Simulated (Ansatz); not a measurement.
Ansatz (an electronic-structure program) input:

Ansatz 0.2 input:
```yaml
crystal:
  lattice:
    - [0.0, 4.4122109847, 4.4122109847]
    - [4.4122109847, 0.0, 4.4122109847]
    - [4.4122109847, 4.4122109847, 0.0]
  atoms:
    - { symbol: Li, position: [0.2759107032, 0.7240892968, 0.7240892968] }
    - { symbol: Li, position: [0.7240892968, 0.2759107032, 0.2759107032] }
    - { symbol: Li, position: [0.7240892968, 0.2759107032, 0.7240892968] }
    - { symbol: Li, position: [0.2759107032, 0.7240892968, 0.2759107032] }
    - { symbol: Li, position: [0.7240892968, 0.7240892968, 0.2759107032] }
    - { symbol: Li, position: [0.2759107032, 0.2759107032, 0.7240892968] }
    - { symbol: I, position: [0.25, 0.25, 0.25] }
    - { symbol: I, position: [0.75, 0.75, 0.75] }
    - { symbol: S, position: [0.0, 0.0, 0.0] }
    - { symbol: O, position: [0.5, 0.5, 0.5] }
kpoints:
  mp_grid: { grid: [6, 6, 6] }
hamiltonian:
  xc: r2scan
  pseudopotentials: { kind: paw }
scf:
  occupations: { method: fixed }
checkpoint: { read: static.run }
output: { write_density: true, elf: true, volumetric_format: npy }
```

Output (shortened):

```
Pseudopotential: Li, paw, valence charge 3
Pseudopotential: I, paw, valence charge 17
Pseudopotential: S, paw, valence charge 6
Pseudopotential: O, paw, valence charge 6
Functional definition: r2SCAN
Crystal: 10 atoms, lattice volume = 171.790 Å³
Basis set: ecut = 500 eV, 4285 PW (Γ), exchange–correlation on 192×192×192 points (64 copies of the dense FFT grid, shifted against one another)
Bands: 42, of which v1, the nominal top of the filled ones, is band 32 counted from 1 (31 counted from 0)
Symmetry: 48 space group operations
Space group: Fm-3m (ITA 225), of the structure as read, at distance tolerance 5.6e-5 Å
k-points: 16 of 216
Stability of the state it starts from, as read at its close in the unpolarized treatment …
iter 1 solved again at ethr=1.72e-7 eV; its pass at ethr=3.10e-3 eV (dr2=1.10e-4 eV) is discarded
SCF iter   1: F=—  HF=-17773.952664 eV  |F-HF|=—  |Δ(HF+E_count)|=         —  Δρ=4.29e-7  dr2=4.13e-10  dr2_τ=6.08e-11  ethr=1.72e-7  ⟨swp⟩=3.0  Hψ=3973  notcnv=0  defer=127
preconditioner: auto → Resta (q_TF=auto, 2.314 Å⁻¹)
SCF iter   2: F=—  HF=-17773.952617 eV  |F-HF|=—  |Δ(HF+E_count)|=   4.67e-5  Δρ=3.24e-7  dr2=2.69e-10  dr2_τ=7.93e-11  ethr=1.00e-12  ⟨swp⟩=17.5  Hψ=4668  notcnv=0
SCF iter   3: F=-17773.952617 eV  HF=-17773.952617 eV  |F-HF|=4.73e-11  |Δ(HF+E_count)|=  3.64e-11  Δρ=2.09e-7  dr2=1.14e-10  dr2_τ=1.22e-11  ethr=1.00e-12  ⟨swp⟩=1.0  Hψ=1371  notcnv=0
SCF 1 converged in 3 iterations: F = -17773.952617 eV  dr2 = 1.14e-10
SCF converged after 3 iterations
Free energy (F): -17773.952617 eV
Harris-Foulkes:  -17773.952617 eV  (|F-HF|=4.73e-11)
Internal energy: -17773.952617 eV  (E = F + TS)
E sigma→0 (E₀):  -17773.952617 eV
Fermi energy:    4.259326 eV
--- Per-component energies (eV) ---
  E_band       = -1332.668601
  E_kinetic    = 796.615835
  E_local      = -5159.855433  (includes V_loc(G=0)·N_el)
  E_nonlocal   = -304.170601
  E_hartree    = 2436.069474
  E_xc         = -474.333972
  E_vxc        = -575.964169  (∫ρ·V_xc dr)
  E_paw        = -10579.179616  (= ΣΔE_a)
  E_vpaw       = -995.093192  (= ΣTr[D̂ρ^β])
  E_aug_tail   = 0.000432  (compensation charges beyond the density's cutoff)
  E_vtau       = 33.659138  (kinetic-family band-sum trace: ∫τ·v_τ [+ j·A + Jᵃ·Aᵃ] dr)
  E_ewald      = -4489.103132
  E_core_change = 0.004398  (= ΣΔE_core)
  E_smearing   =  0.000000  (= −TS)
  E_closure    = 0.000000  (closes the sum)
  Σ components = -17773.952617   (vs F -17773.952617, Δ=0.00e0)
  [band-id]    e_kinetic+e_local+e_nonlocal+2·e_hartree+e_vxc+e_vpaw+e_augmentation_tail+e_vtau = -1332.669044   (vs E_band -1332.668601, Δ=-4.43e-4)
--- Band table (eV; the first three rows and the last of 16) ---
  k-point 0: bands = ["-41.7531", "-41.7332", "-41.7332", "-41.7332", "-41.7238", "-41.7238", "-40.9372", "-40.9372", "-40.9372", "-40.9371", "-40.9371", "-40.9371", "-40.9369", "-40.9369", "-40.9364", "-40.9364", "-12.5856", "-8.4448", "-7.9066", "-6.1715", …
  k-point 1: bands = ["-41.7527", "-41.7335", "-41.7330", "-41.7330", "-41.7240", "-41.7240", "-40.9372", "-40.9372", "-40.9372", "-40.9372", "-40.9372", "-40.9372", "-40.9369", "-40.9369", "-40.9365", "-40.9365", "-12.5846", "-8.4071", "-7.9417", "-6.2054", …
  k-point 2: bands = ["-41.7519", "-41.7344", "-41.7325", "-41.7325", "-41.7244", "-41.7244", "-40.9372", "-40.9372", "-40.9372", "-40.9372", "-40.9372", "-40.9372", "-40.9368", "-40.9368", "-40.9366", "-40.9366", "-12.5827", "-8.3054", "-8.0364", "-6.2752", …
  k-point 15: bands = ["-41.7509", "-41.7332", "-41.7331", "-41.7331", "-41.7255", "-41.7240", "-40.9373", "-40.9373", "-40.9372", "-40.9372", "-40.9372", "-40.9372", "-40.9369", "-40.9368", "-40.9365", "-40.9365", "-12.5804", "-8.1965", "-8.1153", "-6.3716", …
```

Cost: very roughly 11 core-seconds on shared cores.

The start of the workflow was typed in or built on a structure type; neither database checked (COD, Materials Project) lists it. Whether it is the stable phase at ambient conditions was not checked. The cell was relaxed with r²SCAN under the symmetry of its start; whether a distortion lowers the energy is not shown. The volume moved by 21 % from the start of the relaxation. Scalar-relativistic: spin–orbit coupling is off unless named, which matters more the heavier the elements.

Potentials: the later of the program's two PAW sets.

Ansatz is a plane-wave DFT program.
